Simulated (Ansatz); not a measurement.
Consider the following.

PRu:
```cif
data_PRu
_chemical_formula_sum 'Ru1 P1'
_space_group_name_H-M_alt 'Pm-3m'
_space_group_IT_number 221
_space_group_name_Hall '-P 4 2 3'
_cell_length_a 2.91538
_cell_length_b 2.91538
_cell_length_c 2.91538
_cell_angle_alpha 90.000
_cell_angle_beta 90.000
_cell_angle_gamma 90.000
loop_
_atom_site_label
_atom_site_type_symbol
_atom_site_symmetry_multiplicity
_atom_site_Wyckoff_symbol
_atom_site_fract_x
_atom_site_fract_y
_atom_site_fract_z
_atom_site_occupancy
Ru1 Ru 1 a 0.00000 0.00000 0.00000 1
P1 P 1 b 0.50000 0.50000 0.50000 1
```

This is the PBEsol-relaxed structure.

Q: All from PBEsol (plane waves, PAW; program Ansatz), unless another level is named. Estimate the electronic character.

A: metallic (no gap).

Q: Next, the formation energy from the elements (no fitted shifts)?

A: -0.32 eV/atom.

Q: What about the density of states at the Fermi level?

A: 0.85 states/eV per atom (mean over ±0.08 eV).

Q: Predict the gap with spin–orbit coupling.

A: none (metallic).

The cell is a constructed one: a structure type filled with these elements; neither database checked (COD, Materials Project) lists it. Its standing as an ambient phase is unchecked. The PBEsol relaxation kept the symmetry of its start; whether a distortion lowers the energy is not shown. No spin polarisation was allowed. The references are the lowest solids computed at this level, not always the standard phases. Spin–orbit coupling is left out wherever it is not named.

Potentials: the earlier of the program's two PAW sets. The files were generated under PBE; for other functionals the program regenerates the frozen cores, and for LDA and PBEsol the local potential too.
